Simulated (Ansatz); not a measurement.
CrIr$_{3}$ (Cu3Au type, Pm-3m), DFT-PBEsol in the program Ansatz with PAW potentials, all energies at zero smearing, with the estimated change up to a 700 eV cutoff added, with one set of potentials and settings (totals compare only within such a set). Cell of 4 atoms (1 Cr, 3 Ir): -38747.178 eV.

```json
[
 {"element": "Cr", "reference phase": "Im-3m, 1 atoms in the cell", "E (eV/atom)": "-3349.1978"},
 {"element": "Ir", "reference phase": "Fm-3m, 1 atoms in the cell", "E (eV/atom)": "-11799.0386"}
]
```

Formation energy per atom, worked out: (-38747.178 − 1×(-3349.1978) − 3×(-11799.0386))/4 = -0.216 eV/atom (-21 kJ per mol of atoms), at 0 K, without zero-point energy or fitted corrections.

The workflow started from a Materials Project entry (that database holds measured and hypothetical structures alike); the Crystallography Open Database copy checked does not list it. With Cr and Ir taken as one species the cell has the higher symmetry Fm-3m, so it may be an ordered model of a mixed-site phase. Whether it is the stable phase at ambient conditions was not checked. Symmetry was held in the PBEsol relaxation; whether a distortion lowers the energy is not shown. Spin order of the final state: ferromagnetic, chosen from 4 collinear starts compared on coarse meshes (ties went to the first, and starts can fall back to one state), not a proven ground state. The references are the lowest solids computed at this level, not always the standard phases. Scalar-relativistic: spin–orbit coupling is off unless named, which matters more the heavier the elements.

Potentials: the later of the program's two PAW sets.
